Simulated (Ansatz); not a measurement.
TiHg:
```xyz
2
Lattice="2.9842 0.0000 0.0000 0.0000 2.9842 0.0000 0.0000 0.0000 4.1104" Properties=species:S:1:pos:R:3 pbc="T T T"
Hg     0.0000     0.0000     0.0000
Ti     1.4921     1.4921     2.0552
```

Relaxed with r²SCAN.

Give the Bader charges and basin volumes of the independent atoms, r²SCAN (plane waves, PAW; program Ansatz).



```
atom  Bader charge (e)  Bader volume (Å³)
----  ----------------  -----------------
Hg1              -1.13               24.1
Ti2              +1.13               12.5
```

Space group P4/mmm (L1₀ or tetragonal B2). The workflow started from an entry of the Crystallography Open Database (COD). Whether it is the stable phase at ambient conditions was not checked. Symmetry was held in the r²SCAN relaxation; its stability against distortions is not shown here. The run is not spin-polarised. Scalar-relativistic: spin–orbit coupling is off unless named, which matters more the heavier the elements.

Potentials: the later of the program's two PAW sets.
